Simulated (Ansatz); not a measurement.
NMR crystallography of MoS2 with arsenic replacing S: given against relaxed positions

Start: a supercell of MoS2 (space group P6_3/mmc) built from an entry of the Crystallography Open Database (COD), with all atoms left at the host's positions.

Space group P3m1 (No. 156); a = 6.3380, c = 12.3240 Å, γ = 120.00°.

| site | Wyckoff | site symmetry | x | y | z |
| --- | --- | --- | --- | --- | --- |
| Mo1 | 1a | 3m. | 0.0000 | 0.0000 | 0.2500 |
| Mo2 | 3d | .m. | 0.0000 | 0.5000 | 0.2500 |
| Mo5 | 3d | .m. | 0.1667 | 0.8333 | 0.7500 |
| Mo8 | 1c | 3m. | 0.6667 | 0.3333 | 0.7500 |
| As | 1a | 3m. | 0.0000 | 0.0000 | 0.6230 |
| S10 | 3d | .m. | 0.0000 | 0.5000 | 0.6230 |
| S13 | 3d | .m. | 0.1667 | 0.8333 | 0.1230 |
| S16 | 1c | 3m. | 0.6667 | 0.3333 | 0.1230 |
| S17 | 1a | 3m. | 0.0000 | 0.0000 | 0.8770 |
| S18 | 3d | .m. | 0.0000 | 0.5000 | 0.8770 |
| S21 | 3d | .m. | 0.1667 | 0.8333 | 0.3770 |
| S24 | 1c | 3m. | 0.6667 | 0.3333 | 0.3770 |

One atom of each set is listed.

Method: Kohn–Sham DFT in Ansatz, PBE, plane waves and PAW, scalar-relativistic, 420 eV cutoff, Γ-centred 4×4×2 k-points, Fermi–Dirac smearing 0.01 eV, cell charge -1.

The largest force at the start is 3.4 eV/Å. Relaxing the ions at fixed cell moves them by 0.176 Å at most (atom 9, As) and 0.039 Å rms. End positions:

Mo1 (0.0000, 0.0000, 0.2502)
Mo2 (0.0002, 0.5001, 0.2498)
Mo5 (0.1675, 0.8325, 0.7520)
Mo8 (0.6667, 0.3333, 0.7507)
As (0.0000, 0.0000, 0.6087)
S10 (0.0007, 0.5004, 0.6246)
S13 (0.1665, 0.8335, 0.1230)
S16 (0.6667, 0.3333, 0.1230)
S17 (0.0000, 0.0000, 0.8760)
S18 (0.9972, 0.4986, 0.8783)
S21 (0.1667, 0.8333, 0.3772)
S24 (0.6667, 0.3333, 0.3769)

```tsv
site	moved (Å)	first shell before	first shell after	V_zz before (10²¹ V/m²)	η before
Mo2	0.003	6 S at 2.41 Å	6 S at 2.41 Å	-7.65	0.01
Mo5	0.026	5 S at 2.41 Å, 1 As at 2.41 Å	5 S at 2.39–2.41 Å, 1 As at 2.55 Å	-9.14	0.02
Mo8	0.009	6 S at 2.41 Å	6 S at 2.40 Å	-6.38	0.00
As	0.176	3 Mo at 2.41 Å	3 Mo at 2.55 Å	-13.69	0.00
S10	0.021	3 Mo at 2.41 Å	3 Mo at 2.40–2.41 Å	-5.11	0.14
S13	0.002	3 Mo at 2.41 Å	3 Mo at 2.41 Å	-5.29	0.02
S17	0.012	3 Mo at 2.41 Å	3 Mo at 2.39 Å	-4.69	0.00
S18	0.022	3 Mo at 2.41 Å	3 Mo at 2.40 Å	-4.37	0.09
S21	0.003	3 Mo at 2.41 Å	3 Mo at 2.41 Å	-5.04	0.02
S24	0.001	3 Mo at 2.41 Å	3 Mo at 2.41 Å	-5.29	0.00
```

Question: How do the gradients change?

Answer: 

| site | V_zz after | η after | change of V_zz |
| --- | --- | --- | --- |
| Mo2 | -7.65 | 0.00 | 0.00 |
| Mo5 | -7.51 | 0.03 | +1.63 |
| Mo8 | -6.40 | 0.00 | -0.02 |
| As | -12.05 | 0.00 | +1.64 |
| S10 | -5.18 | 0.28 | -0.07 |
| S13 | -5.30 | 0.01 | -0.01 |
| S17 | -5.07 | 0.00 | -0.38 |
| S18 | -4.38 | 0.07 | -0.01 |
| S21 | -4.88 | 0.05 | +0.16 |
| S24 | -5.36 | 0.00 | -0.07 |

The largest change of V_zz is on As, from -13.69 to -12.05. The whole tensor moves most on Mo5, by 2.68 along its most changed direction. In per cent, |V_zz| changes by -18 to 0 on Mo, -12 on As, -3 to +8 on S (all sites that start above 0.5). The table leaves out 2 of the 12 sites, with |V_zz| up to 7.95; their tensors move by 0.03 at most along any direction. The statements above cover all sites.

The defect repeats with the cell of 24 atoms, so it feels its images: sites between two images don't show the values beside a lone defect, and zeros or small values of η there can come from the images' arrangement. Mo and S carry a gradient in the pure host already, so the values there aren't the defect's effect alone. A uniform background compensates the cell's charge. Without spin–orbit coupling (the program notes it for Mo) the gradients can shift somewhat, as the gap is small.
Before: The neighbours have not yet relaxed around the defect (largest force 3.4 eV/Å), so the values at and beside it are those of a strained start, not of the defect in a real crystal.
After: The relaxation keeps the site symmetry 3m of the start, so the impurity can move only along its axis; a start off the site could end lower.
